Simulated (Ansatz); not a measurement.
The calculation used DFT PBE, scalar-relativistic, plane waves, PAW (Ansatz 0.2.0). All cells share a 420 eV cutoff and Γ-centred k meshes spaced at most about 0.3 Å⁻¹ (2π included). No spin polarisation in the final relaxations.

Temperature and zero-point effects are left out. All come from trial cells, and lower structures may exist.

Question: Which of these relaxed structures of MgCd2S3 is the lowest in energy?
A.

```xyz
6
Lattice="3.8261 0.0000 0.0000 -1.9131 3.3135 0.0000 0.0000 0.0000 9.3789" Properties=species:S:1:pos:R:3 pbc="T T T"
Mg    0.0000    0.0000    4.6894
Cd    1.9131    1.1045    7.7729
Cd    0.0000    2.2090    1.6060
S     0.0000    2.2090    6.1503
S     1.9131    1.1045    3.2286
S     0.0000    0.0000    0.0000
```

B.

```xyz
6
Lattice="-2.0710 2.0710 8.7433 2.0710 -2.0710 8.7433 2.0710 2.0710 -8.7433" Properties=species:S:1:pos:R:3 pbc="T T T"
Mg    0.0000    0.0000    0.0000
Cd    0.0000    0.0000    5.8778
Cd    0.0000    0.0000   11.6089
S     2.0710    0.0000    4.3717
S     0.0000    2.0710    1.3545
S     0.0000    2.0710    7.3888
```

Answer: B. It has Mg and Cd ordered on zinc blende sites, space group I-4m2 (No. 119); the next, A, with Mg and Cd ordered on rock salt sites, space group P-3m1 (No. 164), lies 98 meV/atom higher. Counting S atoms around Cd and Mg (those within 1.25 times the shortest such distance or 1.15 times the sum of covalent radii, 1.27 where that leaves under three), the lowest has Mg 4, Cd 4 and the next has Mg 6, Cd 6.

With atoms moved at random, P-3m1 came back. Other cells relaxed within their symmetry can be saddle points. Some structure types and database cells were kept out of the candidates from the start, so a known form may be missing.
